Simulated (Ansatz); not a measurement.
TiI₃:
Space group Pmmn, origin choice 1 (No. 59); a = 6.447 Å, b = 12.519 Å, c = 7.250 Å, α = 90.00°, β = 90.00°, γ = 90.00°

```json
[
 {"atom": "Ti", "site": "4f", "symmetry": ".m.", "x": "0.2205", "y": "0.0000", "z": "0.2456"},
 {"atom": "I", "site": "4e", "symmetry": "m..", "x": "0.0000", "y": "0.1612", "z": "0.4067"},
 {"atom": "I", "site": "4e", "symmetry": "m..", "x": "0.5000", "y": "0.1533", "z": "0.0934"},
 {"atom": "I", "site": "2a", "symmetry": "mm2", "x": "0.0000", "y": "0.0000", "z": "0.9244"},
 {"atom": "I", "site": "2b", "symmetry": "mm2", "x": "0.0000", "y": "0.5000", "z": "0.4481"}
]
```

Relaxed at zero pressure with plane-wave PAW r²SCAN+D4 (Ansatz code).

Problem. The volume is lowered by 6 % and shape and atoms relax at that volume. What pressure results, and how do the axes share the change?

Solution. 0.9 GPa; a -0.8 %, b -2.6 %, c -2.7 %; the energy rises by 6 meV/atom.

Problem. Give the new structure.

Solution. 
Space group Pmmn, origin choice 1 (No. 59); a = 6.394 Å, b = 12.196 Å, c = 7.054 Å, α = β = γ = 90.00°

```json
[
 {"atom": "Ti", "site": "4f", "symmetry": ".m.", "x": "0.2213", "y": "0.0000", "z": "0.2460"},
 {"atom": "I", "site": "4e", "symmetry": "m..", "x": "0.0000", "y": "0.1651", "z": "0.4111"},
 {"atom": "I", "site": "4e", "symmetry": "m..", "x": "0.5000", "y": "0.1573", "z": "0.0895"},
 {"atom": "I", "site": "2a", "symmetry": "mm2", "x": "0.0000", "y": "0.0000", "z": "0.9168"},
 {"atom": "I", "site": "2b", "symmetry": "mm2", "x": "0.0000", "y": "0.5000", "z": "0.4394"}
]
```

The phase is kept; no other phase was compared at this pressure.

The first step of the workflow began from a Materials Project structure, measured or hypothetical; the Crystallography Open Database files this formula in space group No. 59, but the cells were not matched. Whether it is the stable phase at ambient conditions was not checked. Symmetry was held in the r²SCAN+D4 relaxation; its stability against distortions is not shown here. No spin polarisation was allowed. Spin–orbit coupling is left out wherever it is not named.

Potentials: the later of the program's two PAW sets.
